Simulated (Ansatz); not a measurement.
N:
```xyz
8
Lattice="5.5963 0.0000 0.0000 0.0000 5.5963 0.0000 0.0000 0.0000 5.5963" Properties=species:S:1:pos:R:3 pbc="T T T"
N      0.3155     0.3155     0.3155
N      5.2808     5.2808     5.2808
N      2.4827     5.2808     3.1136
N      3.1136     0.3155     2.4827
N      3.1136     2.4827     5.2808
N      2.4827     3.1136     0.3155
N      5.2808     3.1136     2.4827
N      0.3155     2.4827     3.1136
```

Relaxed with r²SCAN+D4. Special points in fractions of this cell's reciprocal vectors: Γ (0.000, 0.000, 0.000); X (0.000, 0.500, 0.000); M (0.500, 0.500, 0.000); R (0.500, 0.500, 0.500); X1 (0.500, 0.000, 0.000).

### Question
List the band energies nearest the valence-band maximum at these points for r²SCAN+D4 in the plane-wave PAW code Ansatz.

### Answer
In eV from the valence-band maximum; about four levels below and three above (degenerate sets whole), none deeper than 8.9 eV; points with the same levels are listed once.

| k | below | above |
|---|---|---|
| Γ | -0.90 -0.03 -0.03 -0.03 | 8.13 8.13 8.13 |
| X | -0.29 -0.29 0.00 0.00 | 8.40 8.40 8.80 8.80 |
| M | -0.15 -0.15 -0.15 -0.15 | 8.80 8.80 8.80 8.80 |
| R | -0.23 -0.23 -0.23 -0.23 | 8.80 8.80 8.80 8.80 |

Space group Pa-3 (α-N2). Symmetry was held in the r²SCAN+D4 relaxation. The substance is a gas or liquid at ambient conditions; this is its low-temperature solid.

Potentials: the later of the program's two PAW sets.
